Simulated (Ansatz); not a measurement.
AlCu3:
```xyz
4
Lattice="3.6425 0.0000 0.0000 0.0000 3.6425 0.0000 0.0000 0.0000 3.6425" Properties=species:S:1:pos:R:3 pbc="T T T"
Al     0.0000     0.0000     0.0000
Cu     1.8213     1.8213     0.0000
Cu     0.0000     1.8213     1.8213
Cu     1.8213     0.0000     1.8213
```

Relaxed with r²SCAN. Special points in fractions of this cell's reciprocal vectors: Γ (0.000, 0.000, 0.000); X (0.000, 0.500, 0.000); M (0.500, 0.500, 0.000); R (0.500, 0.500, 0.500).

Q: List the band energies nearest the Fermi level at these points for the program Ansatz at the r²SCAN level (PAW).

A: In eV from the Fermi level; about four levels below and three above (degenerate sets whole), none deeper than 8.9 eV; points with the same levels are listed once.

```json
[
 {"k": "Γ", "below": "-2.05 -2.05 -2.05 -0.29 -0.29 -0.29", "above": "4.60 4.60 5.55"},
 {"k": "X", "below": "-3.00 -3.00 -2.92 -2.52 -2.05", "above": "4.00 4.00 4.11 4.11"},
 {"k": "M", "below": "-2.76 -2.36 -1.20 -1.20", "above": "6.71 6.74 6.74"},
 {"k": "R", "below": "-2.24 -2.24 -2.24 -1.46", "above": "1.59 1.94 1.94 1.94"}
]
```

Space group Pm-3m (Cu3Au type). The workflow started from a Materials Project entry (that database holds measured and hypothetical structures alike); the Crystallography Open Database copy checked does not list it. With Al and Cu taken as one species the cell has the higher symmetry Fm-3m, so it may be an ordered model of a mixed-site phase. Its standing as an ambient phase is unchecked. The r²SCAN relaxation kept the symmetry of its start; of distortions, only those at the zone centre were tested. The run is not spin-polarised.

Potentials: the later of the program's two PAW sets.
